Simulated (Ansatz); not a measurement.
# Structure relaxation, TiSi2

The start is a relaxed TiSi2 cell displaced along its unstable phonon at q = (½, 0, 0) of its primitive reciprocal cell (42i cm⁻¹), largest move 0.15 Å. A full variable-cell relaxation at zero pressure is run with PBEsol (plane waves to 420 eV, PAW, scalar-relativistic; Ansatz, a first-principles code). First-step values are on the input's coarse k-mesh.

Ansatz input (later rounds restart from its end on a renewed k-mesh):
Ansatz 0.2 input:
```yaml
crystal:
  lattice:
    - [4.179825854, 2.413223582, 12.0729248054]
    - [-2.089912927, 1.206611791, 6.0364624027]
    - [0, -2.4132235819, 6.0364624027]
  atoms:
    - { symbol: Ti, position: [0.3591311656, 0.6823756686, 0.7541489938] }
    - { symbol: Ti, position: [0.8591311656, 0.7541489938, 0.6823756686] }
    - { symbol: Ti, position: [0.1408688344, 0.2458510062, 0.3176243314] }
    - { symbol: Ti, position: [0.6408688344, 0.3176243314, 0.2458510062] }
    - { symbol: Si, position: [0.0681154513, 0.1271489071, 0.1453128981] }
    - { symbol: Si, position: [0.5681154513, 0.1453128981, 0.1271489071] }
    - { symbol: Si, position: [0.2863192396, 0.5426122426, 0.6026647156] }
    - { symbol: Si, position: [0.7863192396, 0.6026647156, 0.5426122426] }
    - { symbol: Si, position: [0.4318845487, 0.8546871019, 0.8728510929] }
    - { symbol: Si, position: [0.9318845487, 0.8728510929, 0.8546871019] }
    - { symbol: Si, position: [0.2136807605, 0.3973352844, 0.4573877574] }
    - { symbol: Si, position: [0.7136807605, 0.4573877574, 0.3973352844] }
basis: { ecutwfc: 420, ecutrho_ratio: 4, xc_grid: 2, fft_grid_basis: typed }
kpoints: { mp_grid: { grid: [5, 9, 9] } }
hamiltonian:
  xc: pbesol
  dispersion: none
  pseudopotentials: { kind: paw }
scf: { occupations: { method: fermi_dirac, width: 0.05 } }
relax: { f_tol: 0.01, max_steps: 100, cell: { stress_tol: 0.02 } }
output: { forces: true, stress: true }
```

```yaml
largest_initial_force: 0.08 eV/Å, on Si7, Si8, Si11, Si12 (atoms numbered as listed)
energy_released: 0.17 eV/atom
volume_change: -4.6 %, from 15.22 to 14.53 Å³/atom
relative_to_the_parent: "It does not go back: it reaches C2/c (No. 15), 0.18 eV/atom below the parent"
band_gap_at_the_end: no gap (metallic)
optimiser_moves: 32
```

Final values are on a 10×10×8 k-mesh of the relaxed cell. No spin polarisation in the result.

The run could not lose the symmetry of its start, so the end can be a saddle point.

The relaxed structure here is a generated cell of TiSi2: the first start was made by placing the elements on the sites of a structure type, and the end was not matched to a known phase here, so it may be hypothetical. Known forms of TiSi2 include space group No. 63, 70.
